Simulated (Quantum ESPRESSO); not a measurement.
**Band energies of GaP**

```
CELL_PARAMETERS angstrom
      0.00000     2.71997     2.71997
      2.71997     0.00000     2.71997
      2.71997     2.71997     0.00000
ATOMIC_POSITIONS crystal
  P  0.75000 0.75000 0.75000
  Ga 0.00000 0.00000 0.00000
```

PBEsol (Quantum ESPRESSO, PseudoDojo norm-conserving, 80 Ry, with spin-orbit coupling); path ΓXWKΓLUWLK,UX; energies in eV from the valence-band maximum.

| k (1/Å) | point | band 18 | band 19 | band 20 | band 21 | band 22 | band 23 | band 24 | band 25 |
|---|---|---|---|---|---|---|---|---|---|
| 0.00 | Γ | 0.00 | 1.76 | 1.76 | 3.68 | 3.68 | 3.85 | 3.85 | 3.85 |
| 0.32 |  | -0.77 | 2.87 | 2.87 | 3.47 | 3.47 | 4.86 | 4.86 | 4.95 |
| 0.73 |  | -2.20 | 1.67 | 1.67 | 2.93 | 2.93 | 7.83 | 7.83 | 7.90 |
| 1.16 | X | -2.75 | 1.48 | 1.48 | 1.68 | 1.68 | 10.49 | 10.49 | 10.58 |
| 1.62 |  | -3.44 | 3.94 | 3.96 | 4.16 | 4.18 | 6.66 | 6.72 | 6.74 |
| 1.73 | W | -3.50 | 4.57 | 4.57 | 4.81 | 4.84 | 5.93 | 5.99 | 6.04 |
| 2.14 | K | -2.32 | 2.04 | 2.04 | 4.70 | 4.70 | 8.14 | 8.14 | 8.18 |
| 2.55 |  | -1.25 | 3.06 | 3.08 | 5.59 | 5.62 | 5.77 | 5.77 | 6.13 |
| 2.86 |  | -0.48 | 3.12 | 3.13 | 4.45 | 4.53 | 4.58 | 4.60 | 5.71 |
| 3.26 |  | -0.03 | 2.04 | 2.04 | 3.72 | 3.74 | 3.87 | 3.87 | 3.96 |
| 3.37 | Γ | 0.00 | 1.76 | 1.76 | 3.68 | 3.68 | 3.85 | 3.85 | 3.85 |
| 3.67 |  | -0.32 | 2.36 | 2.36 | 4.21 | 4.21 | 4.32 | 4.33 | 4.70 |
| 4.07 |  | -0.95 | 1.76 | 1.76 | 4.67 | 4.67 | 4.75 | 4.75 | 7.66 |
| 4.37 | L | -1.13 | 1.57 | 1.57 | 4.58 | 4.58 | 4.64 | 4.64 | 8.07 |
| 4.47 |  | -1.21 | 1.83 | 1.83 | 4.52 | 4.53 | 4.73 | 4.73 | 8.18 |
| 4.87 |  | -1.99 | 2.40 | 2.41 | 5.55 | 5.57 | 6.90 | 6.91 | 7.07 |
| 5.07 | U | -2.32 | 2.04 | 2.04 | 4.70 | 4.70 | 8.14 | 8.14 | 8.18 |
| 5.18 |  | -2.49 | 2.31 | 2.33 | 4.72 | 4.72 | 7.59 | 7.61 | 7.94 |
| 5.48 | W | -3.50 | 4.57 | 4.57 | 4.81 | 4.84 | 5.93 | 5.99 | 6.04 |
| 5.58 |  | -3.23 | 4.33 | 4.34 | 4.89 | 4.91 | 5.69 | 5.75 | 6.54 |
| 5.99 |  | -1.64 | 2.93 | 2.93 | 4.16 | 4.19 | 5.72 | 5.74 | 8.05 |
| 6.30 | L | -1.13 | 1.57 | 1.57 | 4.58 | 4.58 | 4.64 | 4.64 | 8.07 |
| 6.39 |  | -1.20 | 1.77 | 1.78 | 4.53 | 4.54 | 4.71 | 4.71 | 8.16 |
| 6.74 |  | -1.86 | 2.54 | 2.54 | 5.32 | 5.33 | 6.46 | 6.46 | 7.20 |
| 7.01 | K | -2.32 | 2.04 | 2.04 | 4.70 | 4.70 | 8.14 | 8.14 | 8.18 |
| 7.01 | U | -2.32 | 2.04 | 2.04 | 4.70 | 4.70 | 8.14 | 8.14 | 8.18 |
| 7.41 | X | -2.75 | 1.48 | 1.48 | 1.68 | 1.68 | 10.49 | 10.49 | 10.58 |

The PBEsol gap is indirect, 1.44 eV, from Γ to 82 % of the way from Γ to X; the smallest direct gap is 1.76 eV.

Geometry relaxed with PBEsol.
